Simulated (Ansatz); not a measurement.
Consider the following.

SiO₂ (alpha-quartz type, space group P3_121)

Space group P3₁21 (No. 152); a = 4.9494 Å, b = 4.9494 Å, c = 5.4419 Å, α = 90.00°, β = 90.00°, γ = 120.00°

| atom | site | symmetry | x | y | z |
|---|---|---|---|---|---|
| Si | 3b | .2. | 0.5295 | 0.5295 | 0.5000 |
| O | 6c | 1 | 0.7333 | 0.1459 | 0.0476 |

The volume is varied about the relaxed value V₀ at fixed cell shape. The atoms relax within the cell's symmetry.

Computed with PBEsol (plane waves to 420 eV, PAW, scalar-relativistic; Ansatz, a quantum-chemistry and plane-wave program). k mesh 8×8×6 (Γ-centred), Fermi-Dirac smearing 0.05 eV. E stands for the smeared free energy. Compression counts positive. The relaxing atoms change the space group within the scan (P6_422 at V/V₀ = 1.120), so nothing is fitted. SiO2 was relaxed with its symmetry unable to fall. The zero of ΔE is the relaxed starting cell.

The scan covers V/V₀ from 0.840 to 1.160 in 9 points.

Task: What is ΔE at V/V₀ = 0.840?

Result: 49.8 meV/atom.

Task: What pressure does the cell carry at V/V₀ = 0.840?

Result: 9.6 GPa.

Task: What is ΔE at V/V₀ = 1.160?

Result: 39.8 meV/atom.

(A scan under strain: stresses follow from slopes of the energy per volume, elastic moduli from its curvatures.)
